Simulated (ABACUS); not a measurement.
Worked example: self-consistent single point of a (110) slab of BP (cut from a parent of space group no. 216; 32 atoms in the cell) in ABACUS.

Level of theory: PBE, PseudoDojo 0.5 standard norm-conserving PBE (tails mended) pseudopotentials (plane waves; ABACUS).

```yaml
crystal:
  lattice:
    - [4.53214, 0.00000, 0.00000]
    - [0.00000, 6.40941, 0.00000]
    - [0.00000, 0.00000, 21.21650]
  atoms:
    - { symbol: B, position: [0.00000, 0.48611, 0.31119] }
    - { symbol: B, position: [0.50000, 0.23611, 0.23567] }
    - { symbol: B, position: [0.50000, 0.73611, 0.23567] }
    - { symbol: B, position: [0.00000, 0.98611, 0.31119] }
    - { symbol: B, position: [0.00000, 0.98611, 0.46224] }
    - { symbol: B, position: [0.50000, 0.73611, 0.38672] }
    - { symbol: B, position: [0.50000, 0.23611, 0.38672] }
    - { symbol: B, position: [0.00000, 0.48611, 0.46224] }
    - { symbol: B, position: [0.00000, 0.48611, 0.61329] }
    - { symbol: B, position: [0.50000, 0.23611, 0.53777] }
    - { symbol: B, position: [0.50000, 0.73611, 0.53777] }
    - { symbol: B, position: [0.00000, 0.98611, 0.61329] }
    - { symbol: B, position: [0.00000, 0.98611, 0.76433] }
    - { symbol: B, position: [0.50000, 0.73611, 0.68881] }
    - { symbol: B, position: [0.50000, 0.23611, 0.68881] }
    - { symbol: B, position: [0.00000, 0.48611, 0.76433] }
    - { symbol: P, position: [0.25000, 0.48611, 0.23567] }
    - { symbol: P, position: [0.75000, 0.73611, 0.31119] }
    - { symbol: P, position: [0.75000, 0.23611, 0.31119] }
    - { symbol: P, position: [0.25000, 0.98611, 0.23567] }
    - { symbol: P, position: [0.25000, 0.98611, 0.38672] }
    - { symbol: P, position: [0.75000, 0.23611, 0.46224] }
    - { symbol: P, position: [0.75000, 0.73611, 0.46224] }
    - { symbol: P, position: [0.25000, 0.48611, 0.38672] }
    - { symbol: P, position: [0.25000, 0.48611, 0.53777] }
    - { symbol: P, position: [0.75000, 0.73611, 0.61329] }
    - { symbol: P, position: [0.75000, 0.23611, 0.61329] }
    - { symbol: P, position: [0.25000, 0.98611, 0.53777] }
    - { symbol: P, position: [0.25000, 0.98611, 0.68881] }
    - { symbol: P, position: [0.75000, 0.23611, 0.76433] }
    - { symbol: P, position: [0.75000, 0.73611, 0.76433] }
    - { symbol: P, position: [0.25000, 0.48611, 0.68881] }
```

Reference input (self-consistent single point, DFT, PBE, plane waves, PseudoDojo 0.5 standard norm-conserving PBE (tails mended) pseudopotentials): KPT = Gamma 3 2 1 0 0 0; basis_type = pw; dft_functional = PBE; ecutwfc = 76 Ry; smearing_method = fd; smearing_sigma = 0.00734986 Ry; potentials = PseudoDojo 0.5 standard norm-conserving PBE (tails mended); symmetry = 1; symmetry_prec = 1e-05; efield_flag = 1; dip_cor_flag = 1; efield_dir = 2. This run's input differs from it in these lines:

```diff
@@ -10,3 +10,3 @@
 smearing_method      fd
-smearing_sigma       0.00734986
+smearing_sigma       0.00367493
 efield_flag          1
```

The program printed (abridged):

```
 SELF-CONSISTENT
 -------------------------------------------

                                 init_chg = atomic

 Adding external electric field:
         Computed dipole along efield_dir = 2
                   Elec. dipole (Ry a.u.) = 1.18521e-05
                     Ion dipole (Ry a.u.) = 2.71355e-05
                   Total dipole (Ry a.u.) = 1.52835e-05
                 Potential amplitute (Ry) = -0.00110298
                      Total length (Bohr) = 36.084

 PW ALGORITHM --------------- ION=   1  ELEC=   1--------------------------------

 Adding external electric field:
         Computed dipole along efield_dir = 2
   [... lines left out ...]
                     Ion dipole (Ry a.u.) = 2.71355409937e-05
                   Total dipole (Ry a.u.) = 3.50006532706e-06
                 Potential amplitute (Ry) = -0.000252592972763
                      Total length (Bohr) = 36.0840368908

 Density error is 4.75404686855e-10
                          Error Threshold = 1.27914300569e-12
 E_KohnSham     -315.9114475270      -4298.1957497956
 E_KS(sigma->0) -315.9102808938      -4298.1798769364
 E_entropy(-TS) -0.0023332664        -0.0317457184
 E_efield       0.0000000041         0.0000000552
 E_Fermi        0.2701071609         3.6749964593
 charge density convergence is achieved
 final etot is -4298.1957498 eV
 EFERMI = 3.6749964593 eV

 STATE ENERGY(eV) AND OCCUPATIONS    NSPIN == 1
   [... 74 lines left out ...]

Atomic forces are not shifted if gate_flag or efield_flag == true!

 TOTAL-FORCE (eV/Angstrom)
                        B1        -0.1162382284         0.0000000000         0.4818263626
                        B2        -1.7636674337        -0.0000046317         2.3822513751
                        B3        -1.7636674350         0.0000046312         2.3822513742
   [... 29 lines left out ...]

 TOTAL-STRESS (KBAR)
        -9.3467787607         0.0000000026         0.0016119319
         0.0000000026         0.4336528436         0.0000000047
         0.0016119319         0.0000000047        -6.9187404218
 TOTAL-PRESSURE: -5.277289 KBAR

 --------------------------------------------
 !FINAL_ETOT_IS -4298.1957497955781946 eV
 --------------------------------------------
```

The run converged in 21 iterations. Against the reference run the free energy goes up by 1.6 meV/atom and the largest force goes from 2.932 to 2.964 eV/Å.

Forces above 1 eV/Å remain at this geometry. This run is one point of a test of settings, so its values need not be converged; read them against the reference run alone. The bare cut can leave dangling bonds, and the run has no spin polarisation, so a lower magnetic or reconstructed surface may exist. No clean gap shows at this smearing width and mesh (spacing up to 0.49 Å⁻¹); the mesh is coarse for partly filled bands, so the values carry mesh errors. Semi-local functionals can close small gaps.

Cost on one core: very roughly 7 core-minutes.

“Tails mended”: in these copies of the files the far tail of each local potential was reset to the Coulomb form.
